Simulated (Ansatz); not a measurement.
PtS2 — 33S nuclear quadrupole resonance

Cell: an entry of the Crystallography Open Database (COD), its atoms then relaxed with PBE in this cell.

```cif
data_structure
_symmetry_space_group_name_H-M 'P 1'
_symmetry_Int_Tables_number 1
_cell_length_a 3.5432
_cell_length_b 3.5432
_cell_length_c 5.0388
_cell_angle_alpha 90.000
_cell_angle_beta 90.000
_cell_angle_gamma 120.000
_cell_volume 54.78
loop_
_atom_site_label
_atom_site_type_symbol
_atom_site_fract_x
_atom_site_fract_y
_atom_site_fract_z
_atom_site_occupancy
Pt1 Pt 0.00000 0.00000 0.00000 1
S2 S 0.33333 0.66667 0.24490 1
S3 S 0.66667 0.33333 0.75510 1
```

Atoms are numbered from 1 in the order listed; like atoms form one site, named after its first atom.

The numbers come from a DFT calculation in Ansatz (r2SCAN, plane waves and PAW, scalar-relativistic, 500 eV cutoff, Γ-centred 9×9×6 k-points, Fermi–Dirac smearing 0.02 eV).

33S: I = 3/2, Q = -69.40 mb (year-2017 value). Static lattice, zero field.

Problem. At which frequencies do the 33S NQR lines lie?

Solution. For I = 3/2 there is one line, ν = (|C_Q|/2)(1 + η²/3)^½.

```
site  atoms  V_zz (10²¹ V/m²)  C_Q (MHz)     η  line frequencies (MHz)
   S   2, 3             -5.57       9.34  0.00                    4.67
```

An axis of threefold or higher order runs through S, so V_zz lies along it and η is zero.

Without spin–orbit coupling the gradients at and beside Pt can be off by some per cent, at some sites by more.

The run took 23 s of wall time (23 s of CPU time) and 0.5 GiB at its peak, on 1 thread of Arm Neoverse N1 (aarch64; 36 cores open to the job, memory cap 3.0 GiB, no GPU), a shared host with a load of 0.9 a core.
